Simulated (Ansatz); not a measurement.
Si$_{2}$W in space group Fddd (No. 70; Si on 16f, W on 8a), the program Ansatz at the r²SCAN level (PAW), all energies at zero smearing, with the estimated change up to a 700 eV cutoff added, with one set of potentials and settings (totals compare only within such a set). Cell of 6 atoms (4 Si, 2 W): -23351.952 eV.

```json
[
 {"element": "Si", "reference phase": "Fd-3m, 2 atoms in the cell", "E (eV/atom)": "-639.0667"},
 {"element": "W", "reference phase": "Im-3m, 1 atoms in the cell", "E (eV/atom)": "-10397.2967"}
]
```

Formation energy per atom, worked out: (-23351.952 − 4×(-639.0667) − 2×(-10397.2967))/6 = -0.182 eV/atom (-18 kJ per mol of atoms), at 0 K, without zero-point energy or fitted corrections.

A made-up cell: these elements were put on the sites of a structure type; neither database checked (COD, Materials Project) lists it. It is not the phase usual at ambient conditions (space group No. 139). The cell was relaxed with r²SCAN under the symmetry of its start; whether a distortion lowers the energy is not shown. The run is not spin-polarised. The references are the lowest solids computed at this level, not always the standard phases. Scalar-relativistic: spin–orbit coupling is off unless named, which matters more the heavier the elements.

Potentials: the later of the program's two PAW sets.
